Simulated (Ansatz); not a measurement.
Input:

MoP:
```xyz
2
Lattice="3.2066 0.0000 0.0000 -1.6033 2.7770 0.0000 0.0000 0.0000 3.1735" Properties=species:S:1:pos:R:3 pbc="T T T"
Mo     0.0000     0.0000     0.0000
P      1.6033     0.9257     1.5867
```

This is the PBEsol-relaxed structure. Cartesian axes are those of the cell as given.

Q: All from PBEsol in the plane-wave PAW code Ansatz, unless another level is named. Estimate the bulk modulus (Birch–Murnaghan fit).

A: 233 GPa.

Q: And the elastic constants (relaxed ions, GPa)?

A: C11 = 364, C12 = 132, C13 = 168, C33 = 515, C44 = 184.

Space group P-6m2. Symmetry was held in the PBEsol relaxation. No spin polarisation was allowed. As this level gives no gap, shear constants depend on the k-mesh and smearing (Fermi–Dirac, 0.1 eV here).

Potentials: the later of the program's two PAW sets.
